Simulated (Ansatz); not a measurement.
SnC (zinc blende, F-43m), PBE (plane waves, PAW; program Ansatz). The conduction-band minimum lies at Γ, with 1 equivalent valley. Second derivatives d²E/dk² of the lowest band at one valley (eV·Å²), along Cartesian directions:

| direction | d²E/dk² |
|---|---|
| [100] | 122.9 |
| [010] | 122.9 |
| [001] | 122.9 |
| [110] | 122.8 |
| [101] | 122.8 |
| [011] | 122.8 |

**Question.** Find the principal effective masses, the density-of-states mass and the conductivity mass.

**Answer.** Off-diagonal terms follow from H_xy = H[110] − (H_xx + H_yy)/2, and m*/mₑ = 7.620 eV·Å² over each eigenvalue: 0.062, 0.062, 0.062. One valley's DOS mass (m₁m₂m₃)^(1/3) = 0.062, conductivity mass 3/(Σ 1/mᵢ) = 0.062 mₑ.

**Question.** What effective density of states Nc follows at 300 K for parabolic valleys?

**Answer.** Nc = 2.509e19 × 1 × (0.062)^(3/2) ≈ 3.9e17 cm⁻³.

The start of the workflow was typed in or built on a structure type; neither database checked (COD, Materials Project) lists it. Its standing as an ambient phase is unchecked. The cell was relaxed with PBE under the symmetry of its start; its stability against distortions is not shown here. Its formation energy is positive at this level, so the cell may be metastable or incomplete. Scalar-relativistic: spin–orbit coupling is off unless named, which matters more the heavier the elements.

Potentials: the later of the program's two PAW sets.

Edges and masses are those of Kohn–Sham bands, whose gap is no quasiparticle gap.
